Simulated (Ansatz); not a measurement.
Li (A7 type), DFT, LDA, all-electron LAPW, scalar-relativistic (Ansatz 0.2.0), on 1 thread of Intel(R) Xeon(R) Platinum 8488C (Sapphire Rapids) (shared host).

Command: `ansatz run input.yaml --threads 1 --pin off --max-ram 3584MiB --backend cpu --events-out ev --progress --plain --runs-dir out`

```yaml
crystal:
  lattice:
    - [1.3719014828, -0.7920676904, 4.5430304277]
    - [0.0, 1.5841353808, 4.5430304277]
    - [-1.3719014828, -0.7920676904, 4.5430304277]
  atoms:
    - { symbol: Li, position: [0.2499971103, 0.2499971103, 0.2499971103] }
    - { symbol: Li, position: [-0.2499971103, -0.2499971103, -0.2499971103] }
kpoints:
  mp_grid: { grid: [13, 13, 13] }
scf:
  occupations: { method: fermi_dirac, width: 0.08 }
hamiltonian:
  xc: lda
  pseudopotentials: { kind: all_electron, lapw: { basis_error: 0.0005 } }
output:
  forces: true
  stress: true
  eigenvalues: true
relax:
  f_tol: 0.005
  max_steps: 12
  cell: { p_target: 5.6, stress_tol: 0.03 }
```

Task: How large is the problem that the program sets up?

Result: 231 irreducible k-points, 91 plane waves at Γ, 7 bands.

Task: About how long does it take?

Result: 12 s of wall time for 6 SCF iterations over 1 geometries. Times on shared machines scatter by tens of per cent.
